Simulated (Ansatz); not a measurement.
BAs in space group P6_222 (No. 180; B on 3d, As on 3c) at seven volumes, PBEsol in the plane-wave PAW code Ansatz, shape and atoms relaxed at each. One row is withheld.

```tsv
V (Å³/atom)	P (GPa)
11.433	16.94
11.810	?
12.187	4.79
12.564	0.00
12.941	-4.09
13.318	-7.58
13.695	-10.55
```

Task: Fit the shown pressures and predict the withheld one.

Result: P = (3/2)B₀(x^(7/2) − x^(5/2))[1 + (3/4)(B′ − 4)(x − 1)] with x = (V₀/V)^(2/3). Least squares on the six rows gives V₀ = 12.564 Å³/atom, B₀ = 147 GPa, B′ = 4.24. At V = 11.810, x = 1.0421 and P = 10.38 GPa. The run itself gave 10.39 GPa.

The start of the workflow was typed in or built on a structure type; neither database checked (COD, Materials Project) lists it. It is not the phase usual at ambient conditions (space group No. 216). Symmetry was held in the PBEsol relaxation; of distortions, only those at the zone centre were tested. Its formation energy is positive at this level, so the cell may be metastable or incomplete.

Potentials: the later of the program's two PAW sets.
